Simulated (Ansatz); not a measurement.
Here is the system:

AlV in space group Cmmm (No. 65; Al on 2a, V on 2c), a = 3.4913 Å, b = 3.9273 Å, c = 4.0372 Å, α = β = γ = 90.00°; the cell used has 2 atoms.

This is the PBEsol-relaxed structure.

Q: All from the program Ansatz at the PBEsol level (PAW), unless another level is named. Give the density of states at the Fermi level.

A: 0.51 states/eV per atom (mean over ±0.08 eV).

Q: Predict the formation energy from the elements (no fitted shifts).

A: -0.21 eV/atom.

The first step of the workflow began from a Materials Project structure, measured or hypothetical; the Crystallography Open Database copy checked does not list it. With Al and V taken as one species the cell has the higher symmetry I4/mmm, so it may be an ordered model of a mixed-site phase. Its standing as an ambient phase is unchecked. Symmetry was held in the PBEsol relaxation; its stability against distortions is not shown here. No spin polarisation was allowed. Axis ratios of metals converge slowly with the k-mesh, so a and c are less sure than the volume. The references are the lowest solids computed at this level, not always the standard phases.

Potentials: the later of the program's two PAW sets.
